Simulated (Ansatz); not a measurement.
TePd: relaxed-ion elastic tensor

These are results of DFT PBEsol, scalar-relativistic, plane waves, PAW (Ansatz 0.2.0), not measurements. Cutoff 420 eV, 12×12×8 k-points (Γ-centred), Fermi-Dirac smearing of 0.15 eV. No spin polarisation.

Equilibrium structure at this level:
```yaml
crystal:
  lattice:
    - [4.16073, 0.00000, 0.00000]
    - [-2.08036, 3.60330, 0.00000]
    - [0.00000, 0.00000, 5.61509]
  atoms:
    - { symbol: Te, position: [0.33333, 0.66667, 0.25000] }
    - { symbol: Te, position: [0.66667, 0.33333, 0.75000] }
    - { symbol: Pd, position: [0.00000, 0.00000, 0.00000] }
    - { symbol: Pd, position: [0.00000, 0.00000, 0.50000] }
```

In a metal, frequencies and elastic constants depend on the k mesh and the smearing, soft modes and shear constants most.

(1) Give the relaxed-ion elastic constants (GPa, Voigt order xx yy zz yz xz xy, on the axes of the cell above).

(2) Is the crystal stable against homogeneous strain?

(3) And the moduli of a polycrystal (Hill averages)?

## Answers

(1)
C11 = 151.1, C12 = 110.9, C13 = 86.3, C22 = 151.1, C23 = 86.3, C33 = 169.6, C44 = 22.2, C55 = 22.2, C66 = 20.1 GPa; the others vanish.

(2) Yes: the least eigenvalue of the tensor is 20.1 GPa.

(3) B = 115 GPa, G = 24 GPa, E = 68 GPa, ν = 0.40.

Cost: 1 run of about 10 core-minutes, on Arm Neoverse V2 (shared hosts).